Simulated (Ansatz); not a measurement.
The elements of this relaxed trial crystal are hidden behind letters.

```
lattice vectors (Å)
  -2.9063    2.9063    2.4759
   2.9063   -2.9063    2.4759
   2.9063    2.9063   -2.4759
fractional positions
X 0.0000 0.0000 0.0000
Z 0.5000 0.5000 0.0000
Q 0.9452 0.4452 0.8903
Q 0.5548 0.0548 0.1097
Q 0.0548 0.9452 0.5000
Q 0.4452 0.5548 0.5000
```

All numbers below come from Ansatz 0.2.0, DFT PBE, scalar-relativistic, plane waves, PAW. Cutoff 420 eV, Γ-centred 10×10×10 mesh (6-atom cell), Gaussian smearing of 0.10 eV, collinear spin.

- Space group: I422 (No. 97)
- Conventional cell: a = 5.813 Å, c = 4.952 Å
- Volume per atom: 13.94 Å³
- Density: 6.74 g/cm³
- Energy over the elements: −0.61 eV/atom
- Gap on the 10×10×10 mesh of the 6-atom cell: 0 eV (a metal)
- Net moment per atom: 0.24 μB

Energies are uncorrected and count from the elements' standard states at the same level.

Question: X is a d-block element of period 6, Z is a p-block element of period 4 and Q is a p-block element of period 2. Which elements are they?

Answer: X = W, Z = Br, Q = F, so the formula is WBrF4. Density times volume gives a mean mass of 6.74 × 13.94/1.6605 = 56.6 u per atom, and this set has 56.6 u. W has 8 F at 2.44 Å and 2 Br at 2.48 Å; Br is surrounded by 8 F at 2.44 Å and 2 W at 2.48 Å; around F lie 2 Br at 2.44 Å, 2 W at 2.44 Å and 2 F at 2.63 Å. Other sets within the hints have nearly the same mass, so mass alone doesn't settle it; this one was computed.

Spin–orbit coupling, which can matter for W, is left out. The magnetic state reached may not be the lowest. A structure relaxed within its symmetry needn't be a true minimum. Another cell of WBrF4 relaxed alike but without spin, in Cmmm, lies 1.12 eV/atom lower, so this cell isn't the stable form at this level.
